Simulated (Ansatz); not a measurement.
NiGe at a changed volume — field gradients at the nuclei

The cell is a structure deposited in the COD, relaxed with PBE at fixed cell and then changed (volume scaled by 0.94, ions relaxed).

Space group Pnma (No. 62); a = 5.2712, b = 3.3580, c = 5.6924 Å.

```csv
site,Wyckoff,site symmetry,x,y,z
Ni,4c,.m.,0.9913,0.7500,0.1862
Ge,4c,.m.,0.8149,0.7500,0.5863
```

One atom of each set is listed.

The numbers come from a DFT calculation in Ansatz (PBE, plane waves and PAW, scalar-relativistic, collinear spin, 420 eV cutoff, Γ-centred 9×14×8 k-points, Fermi–Dirac smearing 0.05 eV). Start moments as typed (μB): 1.5 on each Ni, none on the rest.

C_Q = eQV_zz/h, which is 24.18 MHz for Q = 1 b and V_zz = 10²¹ V/m²; η = (V_xx − V_yy)/V_zz.

Ni-61: I = 3/2, Q = 162.0 mb; Ge-73: I = 9/2, Q = -196.0 mb. Quadrupole moments are those of Pyykkö's year-2017 table.

| site | atoms | first shell | V_xx, V_yy, V_zz (10²¹ V/m²) | η | C_Q (MHz) |
| --- | --- | --- | --- | --- | --- |
| Ni | 4 | 6 Ge at 2.31–2.46 Å, 4 Ni at 2.71–2.73 Å | -0.20, -0.58, 0.77 | 0.49 | 3.02 |
| Ge | 4 | 6 Ni at 2.31–2.46 Å, 2 Ge at 2.76 Å | 0.001, 5.67, -5.67 | 1.00 | 26.9 |

The run finds no gap above 0.1 eV (a metal, or nearly one), so the gradients can move by 10 % or more with the k-mesh. With these PAW files V_zz is typically within 2 to 3 % of all-electron values, but misses above 10 % occur on Ni. At this changed cell the PBE pressure is 14 GPa. The start moments die out, and the run ends without spin. Where η is near 1 the sign of V_zz means little.
